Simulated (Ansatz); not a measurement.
Ge (diamond)

```
Ge
1.0
    0.00000     2.83808     2.83808
    2.83808     0.00000     2.83808
    2.83808     2.83808     0.00000
Ge
2
Direct
  0.50000   0.50000   0.50000
  0.75000   0.75000   0.75000
```

This relaxed cell (volume V₀) is scaled evenly in all directions, its shape held. Symmetry pins the atoms to their sites.

Calculation: PBEsol (plane waves to 420 eV, PAW, scalar-relativistic; Ansatz, an electronic-structure program). k mesh 14×14×14 (Γ-centred), Fermi-Dirac smearing 0.05 eV. Stress and pressure are positive under compression. Ge was relaxed with its symmetry unable to fall.

At one point of the scan the stress tensor (GPa) is:

```
   -5.1      0.0      0.0
    0.0     -5.1      0.0
    0.0      0.0     -5.1
```

Problem. Which point is it?
A) V/V₀ = 1.067
B) V/V₀ = 1.050
C) V/V₀ = 1.033
D) V/V₀ = 1.100

Solution. D, V/V₀ = 1.100

(A scan under strain: stresses follow from slopes of the energy per volume, elastic moduli from its curvatures.)
